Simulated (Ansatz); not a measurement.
## Calculated field gradients at the nuclei for Ba₂ZnP₂

The cell is an entry of the Crystallography Open Database (COD), ions relaxed with PBE at fixed cell.

Space group Ibam (No. 72); a = 6.7560, b = 13.1080, c = 6.3850 Å.

| site | Wyckoff | site symmetry | x | y | z |
| --- | --- | --- | --- | --- | --- |
| Ba | 8j | ..m | 0.1926 | 0.3602 | 0.0000 |
| Zn | 4a | 222 | 0.0000 | 0.0000 | 0.2500 |
| P | 8j | ..m | 0.1999 | 0.1058 | 0.0000 |

One atom of each set is listed; the run and its k-mesh use a cell of 10 atoms with edges of 8.03, 8.03, 8.03 Å.

The numbers come from a DFT calculation in Ansatz (PBE, plane waves and PAW, scalar-relativistic, 420 eV cutoff, Γ-centred 6×6×6 k-points, Fermi–Dirac smearing 0.02 eV).

V_zz is the principal component of the electric field gradient with the largest magnitude, η = (V_xx − V_yy)/V_zz and C_Q = eQV_zz/h.

¹³⁵Ba: I = 3/2, Q = 153.0 mb; 67Zn: I = 5/2, Q = 122.0 mb. Quadrupole moments are those of Pyykkö's year-2017 table.

Problem. What field gradients does the calculation give at each kind of site?

Solution. 

| site | atoms | first shell | V_zz (10²¹ V/m²) | η | C_Q (MHz) |
| --- | --- | --- | --- | --- | --- |
| Ba | 4 | 2 Zn at 3.20 Å, 6 P at 3.30–3.46 Å | -5.68 | 0.66 | -21.0 |
| Zn | 2 | 4 P at 2.51 Å | 0.088 | 0.85 | 0.259 |
| P | 4 | 2 Zn at 2.51 Å, angle 79°; also 4 Ba at 3.30–3.34 Å | -3.71 | 0.25 | – |

At P V_zz stands upright on the plane of its two bonds (within 3°).

P has no stable isotope with a ground-state quadrupole moment in the table, so no C_Q is given.

Without spin–orbit coupling (the program notes it for Ba) the gradients can shift somewhat, as the gap is small. With a gap of 0.7 eV on this mesh, small gradients can still move by 0.1 × 10²¹ V/m² or more as the k-mesh gets denser.

The relaxation (3 steps) took 2.2 min of wall time (2.2 min of CPU time) and 0.92 GiB at its peak, on 1 thread of Arm Neoverse V2 (aarch64; 28 cores open to the job, memory cap 3.0 GiB, no GPU), a shared host with a load of 0.9 a core.
